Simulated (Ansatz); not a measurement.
The cell is the one relaxed in the Materials Project (mp-1008487), not relaxed further here; entries there can be hypothetical.

An input for BW: DFT, PBEsol, all-electron LAPW, scalar-relativistic (Ansatz 0.2.0).

Command: `ansatz run input.yaml --threads 1 --pin off --max-ram 3072MiB --backend cpu --events-out ev --progress --plain --runs-dir out` The run took about 290 s on 1 thread of a shared machine.

```yaml
crystal:
  lattice:
    - [1.58090606, -4.24111568, 0.0]
    - [1.58090606, 4.24111568, 0.0]
    - [0.0, 0.0, 3.0951265]
  atoms:
    - { symbol: B, position: [0.56102184, 0.43897816, 0.75] }
    - { symbol: B, position: [0.43897816, 0.56102184, 0.25] }
    - { symbol: W, position: [0.85538523, 0.14461477, 0.75] }
    - { symbol: W, position: [0.14461477, 0.85538523, 0.25] }
kpoints:
  mp_grid: { grid: [11, 11, 11] }
  band_path:
    path:
      - [0.0, 0.0, 0.0]
      - [-0.5, 0.5, 0.0]
      - [-0.2847369673, 0.7152630327, 0.0]
      - [0.2847369673, 0.2847369673, 0.0]
      - [0.0, 0.0, 0.0]
      - [0.0, 0.0, 0.5]
      - [0.2847369673, 0.2847369673, 0.5]
      - [-0.2847369673, 0.7152630327, 0.5]
      - [-0.5, 0.5, 0.5]
    npoints: 8
scf:
  occupations: { method: fermi_dirac, width: 0.03 }
hamiltonian:
  xc: pbesol
  pseudopotentials: { kind: all_electron, lapw: { basis_error: 0.0005 } }
output:
  forces: true
  stress: true
  eigenvalues: true
  populations: true
  dos: { projected: true, de: 0.2, e_range: [-14, 8] }
```

Set-up and iterations as logged by Ansatz (the results part is left out, to be predicted):

```
B: projections on atomic orbitals take those of the free atom 1s2 2s2 2p1, of charge +0.00 (hamiltonian.pseudopotentials.projection_atoms)
W: projections on atomic orbitals take those of the free atom 1s2 2s2 2p6 3s2 3p6 3d10 4s2 4p6 4d10 4f14 5s2 5p6 5d4 6s2, of charge +0.00 (hamiltonian.pseudopotentials.projection_atoms)
LAPW: plane waves up to 8.866 Å⁻¹, error target 5.0e-4 eV per atom; small_component_spin mean_spin; B in spheres of 0.931 Å, 5 of its electrons in bands, Dirac shells []; W in spheres of 1.389 Å, 44 of its electrons in bands, Dirac shells []
Engine: ansatz 0.2.0
Pseudopotentials: kind: all_electron
Pseudopotential: B, LAPW, valence charge 5, Koelling and Harmon's equation, gaussian nucleus
Pseudopotential: W, LAPW, valence charge 44, Koelling and Harmon's equation, gaussian nucleus
Functional definition: PBEsol
  exchange = pbesol_x
  correlation = pbesol_c
Crystal: 4 atoms, lattice volume = 41.504 Å³
Basis set: ecut = 299.48115286676966 eV, 491 PW (Γ), FFT grids on a1+a2, a2, a3, exchange–correlation at level 2
Bands: 59, of which v1, the nominal top of the filled ones, is band 49 counted from 1 (48 counted from 0)
Symmetry: 8 space group operations
Space group: Cmcm (ITA 63), of the structure as read, at distance tolerance 3.5e-5 Å
k-points: 216 of 1331
Non-local potential: B, projectors of the file, none
Non-local potential: W, projectors of the file, none
Initial density: superposition of atomic densities (chi_scale 0.1, normalization cell, long waves kept (reshape's long-wave potential 0.00 eV rms))
Initial wavefunctions: plane waves of lowest kinetic energy (no species holds an atomic orbital)
Functional: x = pbesol(κ = 0.804, μ = 0.12345679012345678), c = pbesol(β = 0.046)
iter 1 solved again at ethr=3.96e-3 eV; its pass at ethr=1.00e-1 eV (dr2=3.88e0 eV) is discarded
SCF iter   1: F=—  HF=-879497.197504 eV  |F-HF|=—  |Δ(HF+E_count)|=         —  Δρ=7.07e-2  dr2=3.88e0  ethr=3.96e-3  ⟨swp⟩=2.0  Hψ=78857  notcnv=0
SCF iter   2: F=—  HF=-879495.670312 eV  |F-HF|=—  |Δ(HF+E_count)|=    1.53e0  Δρ=2.28e-2  dr2=4.46e-1  ethr=3.96e-3  ⟨swp⟩=3.0  Hψ=36558  notcnv=0
SCF iter   3: F=—  HF=-879495.576834 eV  |F-HF|=—  |Δ(HF+E_count)|=         —  Δρ=1.69e-2  dr2=2.52e-1  ethr=4.55e-4  ⟨swp⟩=2.0  Hψ=38867  notcnv=0
the basis was enlarged: its passes take 1.1 MiB over the memory plan, 1 of 1 planned eigensolver slots
SCF iter   4: F=—  HF=-879495.530312 eV  |F-HF|=—  |Δ(HF+E_count)|=   4.65e-2  Δρ=8.29e-3  dr2=6.27e-2  ethr=2.58e-4  ⟨swp⟩=2.0  Hψ=37534  notcnv=0
iter 5 solved again at ethr=1.39e-6 eV; its pass at ethr=6.40e-5 eV (dr2=1.36e-3 eV) is discarded
SCF iter   5: F=—  HF=-879495.517025 eV  |F-HF|=—  |Δ(HF+E_count)|=   1.33e-2  Δρ=1.82e-3  dr2=1.36e-3  ethr=1.39e-6  ⟨swp⟩=2.0  Hψ=65434  notcnv=0
SCF iter   6: F=—  HF=-879495.516931 eV  |F-HF|=—  |Δ(HF+E_count)|=   9.38e-5  Δρ=6.07e-4  dr2=1.89e-4  ethr=1.39e-6  ⟨swp⟩=2.0  Hψ=36796  notcnv=0
SCF iter   7: F=—  HF=-879495.516907 eV  |F-HF|=—  |Δ(HF+E_count)|=   2.47e-5  Δρ=1.20e-4  dr2=6.30e-6  ethr=1.93e-7  ⟨swp⟩=2.0  Hψ=36796  notcnv=0
SCF iter   8: F=—  HF=-879495.516906 eV  |F-HF|=—  |Δ(HF+E_count)|=   7.24e-7  Δρ=3.75e-5  dr2=1.06e-6  ethr=6.43e-9  ⟨swp⟩=2.0  Hψ=36796  notcnv=0
SCF iter   9: F=—  HF=-879495.516905 eV  |F-HF|=—  |Δ(HF+E_count)|=   5.53e-7  Δρ=1.80e-5  dr2=1.73e-7  ethr=1.08e-9  ⟨swp⟩=2.0  Hψ=36796  notcnv=0
SCF iter  10: F=-879495.516905 eV  HF=-879495.516905 eV  |F-HF|=8.96e-9  |Δ(HF+E_count)|=   3.74e-8  Δρ=4.28e-6  dr2=1.16e-8  ethr=1.76e-10  ⟨swp⟩=3.0  Hψ=37577  notcnv=0
```

**Question.** What pressure will this run report?

**Answer.** -3.87 GPa (positive in compression).

**Question.** How large will the largest force be?

**Answer.** 0.039 eV/Å.

**Question.** Is there a band gap?

**Answer.** none: bands cross the Fermi level, a metal.
